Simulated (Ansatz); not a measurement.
Given:

GaNi:
```yaml
crystal:
  lattice:
    - [2.87291, 0.00000, 0.00000]
    - [0.00000, 2.87291, 0.00000]
    - [0.00000, 0.00000, 2.87291]
  atoms:
    - { symbol: Ga, position: [0.00000, 0.00000, 0.00000] }
    - { symbol: Ni, position: [0.50000, 0.50000, 0.50000] }
```

This is the PBEsol-relaxed structure.

### Question
All from DFT-PBEsol in the program Ansatz with PAW potentials, unless another level is named. Estimate the formation energy from the elements (no fitted shifts).

### Answer
-0.41 eV/atom.

### Question
Predict the density of states at the Fermi level.

### Answer
0.43 states/eV per atom (mean over ±0.08 eV).

### Question
Predict the gap with spin–orbit coupling.

### Answer
none (metallic).

Space group Pm-3m (CsCl type). The first step of the workflow began from a Materials Project structure, measured or hypothetical; the Crystallography Open Database files this formula in space group No. 221, but the cells were not matched. Whether it is the stable phase at ambient conditions was not checked. The PBEsol relaxation kept the symmetry of its start; of distortions, only those at the zone centre were tested. No spin polarisation was allowed. The references are the lowest solids computed at this level, not always the standard phases. Scalar-relativistic: spin–orbit coupling is off unless named, which matters more the heavier the elements.

Potentials: the later of the program's two PAW sets.
